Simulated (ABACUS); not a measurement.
Worked example: self-consistent single point of a model cell of Rh (P2_1/m, 2 atoms in the cell; prototype structure) in ABACUS.

Computed with LDA (PW92), numerical atomic orbitals DZP (confined pseudo-atomic orbitals with Gaussian additions; energy shift 0.003 Ry), PseudoDojo 0.4 standard norm-conserving LDA (tails mended) pseudopotentials (ABACUS).

The change in words: lattice vector a scaled by 1.01. Reference geometry (P6_3/mmc):
```
Rh
1.0
    2.69218     0.00000     0.00000
   -1.34609     2.33150     0.00000
    0.00000     0.00000     4.37101
Rh
2
Cartesian
  0.00000   1.55433   1.09275
  1.34609   0.77716   3.27826
```

Reference input (self-consistent single point, DFT, LDA (PW92), numerical atomic orbitals DZP (confined pseudo-atomic orbitals with Gaussian additions; energy shift 0.003 Ry), PseudoDojo 0.4 standard norm-conserving LDA (tails mended) pseudopotentials): basis = DZP numerical atomic orbitals, energy shift 0.003 Ry; KPT = Gamma 14 14 8 0 0 0; basis_type = lcao; dft_functional = PWLDA; ecutwfc = 100 Ry; smearing_method = fd; smearing_sigma = 0.00734986 Ry; potentials = PseudoDojo 0.4 standard norm-conserving LDA (tails mended); symmetry = 1; symmetry_prec = 1e-05; ks_solver = scalapack_gvx; scf_nmax = 100. This run's input differs from it in these lines:

```diff
@@ -31,3 +31,3 @@
 LATTICE_VECTORS
-   2.6921810000    0.0000000000    0.0000000000
+   2.7191030000    0.0000000000    0.0000000000
   -1.3460900000    2.3314970000    0.0000000000
```

Output, abridged:

```
 SELF-CONSISTENT
 -------------------------------------------

                  longest orb rcut (Bohr) = 8.8
   longest nonlocal projector rcut (Bohr) = 1.42
                     search radius (Bohr) = 20.4

                          real space grid = [ 36, 36, 54 ]
                                 init_chg = atomic

 LCAO ALGORITHM --------------- ION=   1  ELEC=   1--------------------------------

 Density error is 0.0654994072331
 E_KohnSham     -469.1854769951      -6383.5959059811
 E_Fermi        1.7226140661         23.4373667545

 LCAO ALGORITHM --------------- ION=   1  ELEC=   2--------------------------------

   [... lines left out ...]

   [... 3 blocks of this kind left out ...]

 LCAO ALGORITHM --------------- ION=   1  ELEC=   6--------------------------------

 Density error is 6.86475399132e-07
 E_KohnSham     -469.2650564782      -6384.6786403959
 E_Fermi        1.6298872456         22.1757536375

 LCAO ALGORITHM --------------- ION=   1  ELEC=   7--------------------------------

 Density error is 7.17147623252e-08
 E_KohnSham     -469.2650564783      -6384.6786403965
 E_KS(sigma->0) -469.2609349466      -6384.6225640815
 E_entropy(-TS) -0.0082430633        -0.1121526299
 E_Fermi        1.6298866456         22.1757454746
 charge density convergence is achieved
 final etot is -6384.6786404 eV
 EFERMI = 22.175745475 eV

 STATE ENERGY(eV) AND OCCUPATIONS    NSPIN == 1
   [... 24 lines left out ...]

 TOTAL-FORCE (eV/Angstrom)
                       Rh1        -0.0126769145        -0.0209238368         0.0000000000
                       Rh2         0.0126769145         0.0209238368         0.0000000000

 TOTAL-STRESS (KBAR)
      -122.8753890985        -8.2828260675         0.0000000000
        -8.2828260675       -94.2766742831         0.0000000000
         0.0000000000         0.0000000000      -116.8813902803
 TOTAL-PRESSURE: -111.344485 KBAR

 --------------------------------------------
 !FINAL_ETOT_IS -6384.6786403964688361 eV
 --------------------------------------------
```

The run converged in 7 iterations. Against the reference run the free energy goes up by 8.9 meV/atom and the pressure goes from -8.58 to -11.13 GPa.

Lattice and positions were typed or generated, without prior relaxation. The atom-centred basis is finite, which shifts total energies and pressures against plane waves.

Cost on one core: roughly 60 core-seconds.

The atomic orbitals were generated for these runs; they are not ABACUS's published sets and were checked against plane waves on a few crystals only.

“Tails mended”: in these copies of the files the far tail of each local potential was reset to the Coulomb form.
